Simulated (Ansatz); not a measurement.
**Every step of a relaxation of hcp Hf (0001), 5 layers**

DFT, PBE, PAW with Ansatz's default frozen-core files, scalar-relativistic (Ansatz 0.2.0); a Γ-centred 12×12×1 k mesh, Fermi–Dirac smearing of 0.1 eV, no spin polarisation. The run relaxes the atoms in the fixed cell.

Command: `ansatz run input.yaml --threads 2 --pin off --max-ram 4096MiB --backend cpu --events-out ev --progress --plain --runs-dir out` It took 40 s on 2 threads of Intel(R) Xeon(R) 6975P-C (Granite Rapids), with other jobs on the host, peak memory 0.71 GiB.

```yaml
crystal:
  lattice:
    - [3.2032284315, 0.0, 0.0]
    - [-1.6016142158, 2.7740771958, 0.0]
    - [0.0, 0.0, 26.1459]
  atoms:
    - { symbol: Hf, position: [0.0, 0.0, 0.3059748659] }
    - { symbol: Hf, position: [0.333333334, 0.666666666, 0.4029874331] }
    - { symbol: Hf, position: [0.0, 0.0, 0.4999999997] }
    - { symbol: Hf, position: [0.333333334, 0.666666666, 0.5970125669] }
    - { symbol: Hf, position: [0.0, 0.0, 0.6940251341] }
kpoints:
  mp_grid: { grid: [12, 12, 1] }
scf:
  occupations: { method: fermi_dirac, width: 0.1 }
hamiltonian:
  xc: pbe
  pseudopotentials: { kind: paw }
output:
  forces: true
  stress: true
  eigenvalues: true
relax:
  f_tol: 0.01
  max_steps: 40
efield:
  axis: 3
  amplitude: 0
  dipole_correction: true
```

Each step lists its free energy a cell above the last geometry, and Cartesian positions (Å) with forces (eV/Å).

The first step:

```
step 1  dF = 109.29 meV
  Hf 0.0000 0.0000 8.0000   0.0000 0.0000 0.5898
  Hf 0.0000 1.8494 10.5365   0.0000 0.0000 -0.6979
  Hf 0.0000 0.0000 13.0730   0.0000 0.0000 0.0000
  Hf 0.0000 1.8494 15.6094   0.0000 0.0000 0.6979
  Hf 0.0000 0.0000 18.1459   0.0000 0.0000 -0.5898
```

Spin–orbit coupling is left out, which matters for the heavy atoms.

Question: Where does the relaxation end, and by which steps?

Answer: After 4 geometries, with a shortest distance of 3.014 Å. The further steps:
```
step 2  dF = 113.61 meV  (not accepted)
  Hf 0.0000 0.0000 8.1925   0.0000 0.0000 -0.8830
  Hf 0.0000 1.8494 10.4387   0.0000 0.0000 0.9842
  Hf 0.0000 0.0000 13.0730   0.0000 0.0000 0.0000
  Hf 0.0000 1.8494 15.7072   0.0000 0.0000 -0.9842
  Hf 0.0000 0.0000 17.9534   0.0000 0.0000 0.8830
step 3  dF = 1.89 meV
  Hf 0.0000 0.0000 8.0899   0.0000 0.0000 0.0974
  Hf 0.0000 1.8494 10.4887   0.0000 0.0000 -0.1003
  Hf 0.0000 0.0000 13.0730   0.0000 0.0000 0.0000
  Hf 0.0000 1.8494 15.6572   0.0000 0.0000 0.1003
  Hf 0.0000 0.0000 18.0560   0.0000 0.0000 -0.0974
step 4  dF = 0.00 meV
  Hf 0.0000 0.0000 8.1063   0.0000 0.0000 0.0015
  Hf 0.0000 1.8494 10.4863   0.0000 0.0000 -0.0050
  Hf 0.0000 0.0000 13.0730   0.0000 0.0000 0.0000
  Hf 0.0000 1.8494 15.6596   0.0000 0.0000 0.0050
  Hf 0.0000 0.0000 18.0396   0.0000 0.0000 -0.0015
step 5  dF = 0.00 meV  (same geometry, solved once more)
  Hf 0.0000 0.0000 8.1063   0.0000 0.0000 0.0015
  Hf 0.0000 1.8494 10.4863   0.0000 0.0000 -0.0050
  Hf 0.0000 0.0000 13.0730   0.0000 0.0000 0.0000
  Hf 0.0000 1.8494 15.6596   0.0000 0.0000 0.0050
  Hf 0.0000 0.0000 18.0396   0.0000 0.0000 -0.0015
```
